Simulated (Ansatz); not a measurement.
Zr2GeB2:
```cif
data_B2GeZr2
_chemical_formula_sum 'Zr2 Ge1 B2'
_space_group_name_H-M_alt 'P 1'
_space_group_IT_number 1
_cell_length_a 3.20204
_cell_length_b 3.20204
_cell_length_c 7.87816
_cell_angle_alpha 90.000
_cell_angle_beta 90.000
_cell_angle_gamma 120.000
loop_
_space_group_symop_operation_xyz
  'x, y, z'
loop_
_atom_site_label
_atom_site_type_symbol
_atom_site_fract_x
_atom_site_fract_y
_atom_site_fract_z
_atom_site_occupancy
Zr1 Zr 0.33333 0.66667 0.71671 1
Zr2 Zr 0.33333 0.66667 0.28329 1
Ge1 Ge 0.00000 0.00000 0.00000 1
B1 B 0.00000 0.00000 0.50000 1
B2 B 0.66667 0.33333 0.50000 1
```

Relaxed with r²SCAN.

Problem. Tabulate the valence density and the electron localisation function along the shortest B–B contact (1.85 Å), DFT-r²SCAN in the program Ansatz with PAW potentials.

Solution. 

```
distance from B (Å)  density (e/Å³)   ELF
-------------------  --------------  ----
0.18                           0.45  0.01
0.28                           0.58  0.05
0.37                           0.68  0.20
0.46                           0.74  0.41
0.55                           0.76  0.61
0.65                           0.75  0.75
0.74                           0.73  0.81
0.83                           0.71  0.84
0.92                           0.70  0.85
1.02                           0.71  0.84
1.11                           0.73  0.81
1.20                           0.75  0.75
1.29                           0.76  0.61
1.39                           0.74  0.41
1.48                           0.68  0.20
1.57                           0.57  0.05
1.66                           0.45  0.01
```

The density is the valence pseudo-density with augmentation charge, so density and ELF within about 1 Å of a nucleus are not all-electron values.

Space group P-6m2. The start of the workflow was typed in or built on a structure type; neither database checked (COD, Materials Project) lists it. Whether it is the stable phase at ambient conditions was not checked. The cell was relaxed with r²SCAN under the symmetry of its start; its stability against distortions is not shown here. The run is not spin-polarised.

Potentials: the earlier of the program's two PAW sets. The files were generated under PBE; for other functionals the program regenerates the frozen cores, and for LDA and PBEsol the local potential too.
